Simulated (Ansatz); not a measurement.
The start is a relaxed Ru cell with every coordinate shifted by Gaussian noise of σ = 0.2 Å. The cell and all atomic positions are relaxed at zero pressure with r2SCAN (plane waves to 500 eV, PAW, scalar-relativistic; Ansatz, a first-principles code). First-step values are on the input's coarse k-mesh.

Ansatz input (later rounds restart from its end on a renewed k-mesh):
Ansatz 0.2 input:
```yaml
crystal:
  lattice:
    - [2.7045748681, 0, 0]
    - [-1.352287434, 2.3422305422, 0]
    - [0, 0, 4.2601474812]
  atoms:
    - { symbol: Ru, position: [0.3971637727, 0.6937496682, 0.7322057903] }
    - { symbol: Ru, position: [0.563136042, 0.2245226013, 0.2676244137] }
basis: { ecutwfc: 500, ecutrho_ratio: 4, xc_grid: 4, fft_grid_basis: typed }
kpoints: { mp_grid: { grid: [14, 14, 8] } }
hamiltonian:
  xc: r2scan
  dispersion: none
  pseudopotentials: { kind: paw }
scf: { occupations: { method: fermi_dirac, width: 0.05 } }
relax: { f_tol: 0.01, max_steps: 100, cell: { stress_tol: 0.02 } }
output: { forces: true, stress: true }
```

**Question.** What is the largest force in the starting geometry, and on which atom (counted from 1)?

**Answer.** 3.48 eV/Å, on Ru1, Ru2 (atoms numbered as listed).

**Question.** How much energy is released per atom?

**Answer.** 0.38 eV/atom.

**Question.** Is the parent structure recovered?

**Answer.** The parent structure is recovered, P6₃/mmc (No. 194).

**Question.** How do the shortest distances between atoms change?

**Answer.** The closest pairs of elements (up to four, under 3.6 Å), start → end: Ru–Ru 2.35 → 2.64 Å.

**Question.** What band gap does the relaxed structure have at this level?

**Answer.** No gap (metallic).

Final values are on a 20×20×11 k-mesh of the relaxed cell. No spin polarisation in the result.

The run could not lose the symmetry of its start.
